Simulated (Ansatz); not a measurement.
### Question
MoS2 in space group P6_3/mmc (No. 194; Mo on 2b, S on 4f) is relaxed with the program Ansatz at the PBE+D3(BJ) level (PAW). What lattice parameters of the conventional cell result?

### Answer
a = 3.156 Å, c = 12.128 Å.

### Question
Give the free coordinates with the occupied sites.

### Answer
In one choice of origin and axes:

```
atom  site  symmetry       x       y       z
----  ----  --------  ------  ------  ------
Mo      2b      -6m2  0.0000  0.0000  0.2500
S       4f       3m.  0.3333  0.6667  0.1212
```

### Question
Is it a metal or does it have a gap at this level?

### Answer
A gap of 0.82 eV, indirect.

The first step of the workflow began from a Materials Project structure, measured or hypothetical. Its sites differ from those of the usual phase in this space group: another stacking or structure type. The PBE+D3(BJ) relaxation kept the symmetry of its start; whether a distortion lowers the energy is not shown. The run is not spin-polarised. Scalar-relativistic: spin–orbit coupling is off unless named, which matters more the heavier the elements.

Potentials: the earlier of the program's two PAW sets.
